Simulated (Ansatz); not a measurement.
With PBE (plane waves, PAW; program Ansatz), Co₃BIr in the cubic phase (Pm-3m; Co on 3c, Ir on 1a, B on 1b) relaxes to a = 3.804 Å. Ir has 12 nearest neighbours from 2.69 Å (cuboctahedral); B has 6 nearest neighbours from 1.90 Å (octahedral). Its formation energy from the elements is 0.20 eV/atom, with no fitted shifts.

Electronic character: metallic (no gap). The magnetic state found is ferromagnetic. The net moment is 0.84 μB per atom.

The bulk modulus is 2140 kbar.

The start of the workflow was typed in or built on a structure type; neither database checked (COD, Materials Project) lists it. Whether it is the stable phase at ambient conditions was not checked. Symmetry was held in the PBE relaxation; its stability against distortions is not shown here. Magnetic state: ferromagnetic, chosen from 5 collinear starts compared on coarse meshes (ties went to the first, and starts can fall back to one state), not a proven ground state. Its formation energy is positive at this level, so the cell may be metastable or incomplete. The references are the lowest solids computed at this level, not always the standard phases. Spin–orbit coupling is left out wherever it is not named.

Potentials: the earlier of the program's two PAW sets.
